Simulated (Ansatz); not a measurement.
The calculation used DFT PBE+D3(BJ), scalar-relativistic, plane waves, PAW in Ansatz.

Structure of Tl:

```
Tl
1.0
     3.45631    0.00000    0.00000
    -1.72815    2.99325    0.00000
     0.00000    0.00000   11.34998
Tl
4
Direct
  0.00000 0.00000 0.00000
  0.33333 0.66667 0.25000
  0.00000 0.00000 0.50000
  0.66667 0.33333 0.75000
```

Settings: cutoff 420 eV, Γ-centred mesh 15×15×4 on the computed 4-atom cell, Gaussian smearing of 0.10 eV; no spin polarisation.

Levels along Γ–M–K–Γ–A–L–H–A | L–M | H–K, in eV from the Fermi level, sorted by energy at each point. Points in fractions of the primitive reciprocal vectors: Γ (0.000 0.000 0.000), M (0.500 0.000 0.000), K (0.333 0.333 0.000), A (0.000 0.000 0.500), L (0.500 0.000 0.500), H (0.333 0.333 0.500).
```
point k (1/Å, with 2π) band 24  band 25  band 26  band 27  band 28  band 29  band 30
    Γ             0.000    -5.36    -2.81     2.91     2.92     8.13     8.13     9.04
    -             0.150    -5.29    -2.68     2.97     2.98     6.97     7.66     8.00
    -             0.300    -5.10    -2.32     3.10     3.13     4.98     6.18     6.18
    -             0.450    -4.77    -1.75     2.67     3.02     3.28     4.63     4.64
    -             0.600    -4.33    -1.01     0.91     1.75     1.83     4.20     4.40
    -             0.750    -3.88    -0.69    -0.46     0.24     0.45     2.62     4.37
    -             0.900    -3.87    -1.87    -1.54    -0.66     1.09     1.10     3.60
    M             1.050    -4.00    -2.56    -2.25    -0.37     0.07     1.85     2.82
    -             1.136    -3.99    -2.52    -2.21    -0.34     0.10     1.88     2.81
    -             1.223    -3.96    -2.39    -2.08    -0.27     0.19     1.98     2.75
    -             1.309    -3.92    -2.19    -1.88    -0.18     0.32     2.15     2.34
    -             1.396    -3.90    -1.91    -1.59    -0.12     0.44     1.71     1.79
    -             1.482    -3.92    -1.55    -1.24    -0.21     0.35     0.99     1.40
    -             1.569    -4.05    -1.14    -0.83    -0.43    -0.10     0.24     1.45
    K             1.655    -4.04    -0.76    -0.55    -0.55    -0.36    -0.36     1.62
    -             1.829    -3.81    -1.07    -0.71    -0.20     0.47     0.62     0.72
    -             2.002    -3.62    -0.31     0.06     0.26     0.58     0.99     1.75
    -             2.175    -4.02    -0.46     1.07     1.18     1.40     2.43     3.11
    -             2.348    -4.58    -1.42     2.59     2.79     2.81     4.10     4.22
    -             2.521    -5.01    -2.17     3.14     3.17     4.75     5.32     5.88
    -             2.694    -5.27    -2.64     2.99     3.00     6.81     7.20     7.82
    Γ             2.867    -5.36    -2.81     2.91     2.92     8.13     8.13     9.04
    -             2.907    -5.41    -2.74     2.36     3.47     8.14     8.14     8.94
    -             2.946    -5.56    -2.55     1.82     4.04     8.15     8.15     8.84
    -             2.986    -5.78    -2.27     1.29     4.62     8.18     8.18     8.73
    -             3.026    -6.03    -1.92     0.78     5.21     8.22     8.22     8.64
    -             3.065    -6.30    -1.53     0.28     5.80     8.15     8.26     8.26
    -             3.105    -6.57    -1.11    -0.20     6.39     7.57     8.32     8.32
    A             3.144    -6.84    -0.67    -0.67     6.99     6.99     8.39     8.39
    -             3.294    -6.76    -0.58    -0.58     6.96     6.96     7.29     7.29
    -             3.444    -6.49    -0.31    -0.31     5.24     5.24     6.74     6.74
    -             3.594    -6.06     0.08     0.08     3.26     3.26     5.17     5.17
    -             3.744    -5.46     0.26     0.26     1.73     1.73     3.39     3.39
    -             3.894    -4.76    -0.77    -0.77     1.16     1.16     2.35     2.35
    -             4.044    -4.27    -1.79    -1.79    -0.16    -0.16     2.90     2.90
    L             4.194    -4.47    -1.74    -1.74    -1.08    -1.08     3.38     3.38
    -             4.280    -4.45    -1.71    -1.71    -1.05    -1.05     3.34     3.34
    -             4.367    -4.39    -1.62    -1.62    -0.94    -0.94     2.98     2.98
    -             4.454    -4.31    -1.47    -1.47    -0.76    -0.76     2.26     2.26
    -             4.540    -4.21    -1.27    -1.27    -0.52    -0.52     1.50     1.50
    -             4.627    -4.13    -1.09    -1.09    -0.25    -0.25     0.90     0.90
    -             4.713    -4.12    -1.00    -1.00    -0.02    -0.02     0.70     0.70
    H             4.800    -4.26    -1.02    -1.02     0.11     0.11     0.87     0.87
    -             4.973    -3.92    -0.71    -0.71    -0.45    -0.45     1.38     1.38
    -             5.146    -4.24    -0.43    -0.43     0.42     0.42     2.29     2.29
    -             5.319    -5.03     0.34     0.34     1.86     1.86     2.22     2.22
    -             5.492    -5.80     0.29     0.29     3.15     3.15     3.68     3.68
    -             5.665    -6.38    -0.20    -0.20     5.01     5.01     5.60     5.60
    -             5.839    -6.73    -0.55    -0.55     6.96     6.96     7.07     7.07
    A             6.012    -6.84    -0.67    -0.67     6.99     6.99     8.39     8.39
    L             6.012    -4.47    -1.74    -1.74    -1.08    -1.08     3.38     3.38
    -             6.051    -4.39    -1.91    -1.65    -1.19    -0.89     3.14     3.53
    -             6.091    -4.31    -2.08    -1.72    -1.10    -0.67     2.85     3.51
    -             6.130    -4.22    -2.24    -1.87    -0.92    -0.45     2.56     3.36
    -             6.170    -4.14    -2.38    -2.02    -0.72    -0.25     2.29     3.17
    -             6.209    -4.07    -2.48    -2.14    -0.54    -0.08     2.06     2.99
    -             6.249    -4.02    -2.54    -2.22    -0.41     0.03     1.90     2.87
    M             6.288    -4.00    -2.56    -2.25    -0.37     0.07     1.85     2.82
    H             6.288    -4.26    -1.02    -1.02     0.11     0.11     0.87     0.87
    -             6.328    -4.24    -1.01    -1.01    -0.10     0.35     0.71     0.71
    -             6.368    -4.19    -0.97    -0.97    -0.29     0.50     0.50     0.59
    -             6.407    -4.15    -0.91    -0.91    -0.46     0.28     0.28     0.85
    -             6.447    -4.11    -0.83    -0.83    -0.59     0.08     0.08     1.11
    -             6.486    -4.07    -0.73    -0.73    -0.68    -0.10    -0.10     1.35
    -             6.526    -4.05    -0.74    -0.62    -0.62    -0.27    -0.27     1.54
    K             6.565    -4.04    -0.76    -0.55    -0.55    -0.36    -0.36     1.62
```

Spin-orbit coupling is left out, which matters for the bands of heavy elements.

Cost: 1 run of about 1 core-minutes, on Arm Neoverse V2 (shared hosts).